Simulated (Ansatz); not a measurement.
Cu₃Au (Cu3Au type, Pm-3m) under volume change, PBE (plane waves, PAW; program Ansatz), scaled uniformly.

```json
[
 {"V (Å³/atom)": "12.290", "E − E(relaxed) (meV/atom)": "58.9", "P (GPa)": "17.15"},
 {"V (Å³/atom)": "12.695", "E − E(relaxed) (meV/atom)": "24.5", "P (GPa)": "10.33"},
 {"V (Å³/atom)": "13.100", "E − E(relaxed) (meV/atom)": "…", "P (GPa)": "…"},
 {"V (Å³/atom)": "13.506", "E − E(relaxed) (meV/atom)": "0.0", "P (GPa)": "0.00"},
 {"V (Å³/atom)": "13.911", "E − E(relaxed) (meV/atom)": "5.0", "P (GPa)": "-3.86"},
 {"V (Å³/atom)": "14.316", "E − E(relaxed) (meV/atom)": "19.0", "P (GPa)": "-7.05"},
 {"V (Å³/atom)": "14.721", "E − E(relaxed) (meV/atom)": "…", "P (GPa)": "…"}
]
```

Problem. Some entries are withheld; supply them.

Solution. 
- 13.100, E − E(relaxed) (meV/atom): 5.7
- 13.100, P (GPa): 4.67
- 14.721, E − E(relaxed) (meV/atom): 40.2
- 14.721, P (GPa): -9.68

Problem. What does a third-order Birch–Murnaghan fit give for V₀, B₀ and B′?

Solution. V₀ = 13.51 Å³/atom, B₀ = 141 GPa, B′ = 5.3.

The PBE relaxation kept the symmetry of its start. No spin polarisation was allowed. Scalar-relativistic: spin–orbit coupling is off unless named, which matters more the heavier the elements.

Potentials: the earlier of the program's two PAW sets.
